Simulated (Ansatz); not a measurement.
Magnetic states of cobalt, omega (AlB2-type)

All numbers below come from DFT, r2SCAN, plane waves (500 eV) with PAW, scalar-relativistic (Ansatz 0.2.0). (PAW data from PBE, frozen cores regenerated.)

Each start was relaxed and then solved on a dense mesh, with Fermi-Dirac smearing of 0.05 eV (0.1 eV in a metal without spin) extrapolated to zero. Rows within 2 meV/atom of each other tie.

(1) Where does each start end, and how do the energies compare? Starts: ferromagnetic; non-magnetic.

Results:

(1) 
| start | ends | ΔE (meV/atom) | V (Å³/atom) |
| --- | --- | --- | --- |
| ferromagnetic | ferromagnetic, net 1.77 μB per atom | 0.0 | 10.79 |
| non-magnetic | spin not included | 592.7 | 10.17 |
